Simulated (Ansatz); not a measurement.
AgTi4S8:
```yaml
crystal:
  lattice:
    - [6.84192, 0.00000, 0.00000]
    - [-3.42096, 5.92528, 0.00000]
    - [0.00000, 0.00000, 6.29232]
  atoms:
    - { symbol: S, position: [0.33728, 0.16864, 0.77421] }
    - { symbol: S, position: [0.33333, 0.66667, 0.77631] }
    - { symbol: S, position: [0.83136, 0.16864, 0.77421] }
    - { symbol: S, position: [0.83136, 0.66272, 0.77421] }
    - { symbol: Ti, position: [0.00000, 0.00000, 0.00000] }
    - { symbol: Ti, position: [0.00000, 0.50000, 0.00000] }
    - { symbol: Ti, position: [0.50000, 0.00000, 0.00000] }
    - { symbol: Ti, position: [0.50000, 0.50000, 0.00000] }
    - { symbol: S, position: [0.16864, 0.33728, 0.22579] }
    - { symbol: S, position: [0.16864, 0.83136, 0.22579] }
    - { symbol: S, position: [0.66667, 0.33333, 0.22369] }
    - { symbol: S, position: [0.66272, 0.83136, 0.22579] }
    - { symbol: Ag, position: [0.00000, 0.00000, 0.50000] }
```

Relaxed with r²SCAN+D4. Special points in fractions of this cell's reciprocal vectors: Γ (0.000, 0.000, 0.000); M (0.500, 0.000, 0.000); K (0.333, 0.333, 0.000); A (0.000, 0.000, 0.500); L (0.500, 0.000, 0.500); H (0.333, 0.333, 0.500).

Problem. List the band energies nearest the Fermi level at these points for r²SCAN+D4 (plane waves, PAW; program Ansatz).

Solution. In eV from the Fermi level; about four levels below and three above (degenerate sets whole), none deeper than 8.9 eV; points with the same levels are listed once.

| k | below | above |
|---|---|---|
| Γ | -0.71 -0.71 -0.06 -0.05 -0.05 | 0.25 0.25 0.72 |
| M | -1.91 -1.68 -1.59 -0.93 | 0.14 0.19 0.74 |
| K | -2.54 -2.54 -1.74 -1.08 -1.08 | 0.48 0.48 0.58 |
| A | -0.44 -0.44 -0.40 -0.39 -0.39 | 0.20 0.20 1.06 |
| L | -1.98 -1.82 -1.70 -1.43 | 0.02 0.24 0.71 |
| H | -2.33 -2.33 -1.82 -1.82 -1.66 | 0.50 0.66 0.66 |

Space group P-3m1. The cell is a constructed one: a structure type filled with these elements; neither database checked (COD, Materials Project) lists it. Its standing as an ambient phase is unchecked. The cell was relaxed with r²SCAN+D4 under the symmetry of its start; its stability against distortions is not shown here. The run is not spin-polarised. With an odd number of electrons in the cell and no spin polarisation, the count alone makes it a metal. Scalar-relativistic: spin–orbit coupling is off unless named, which matters more the heavier the elements.

Potentials: the later of the program's two PAW sets.
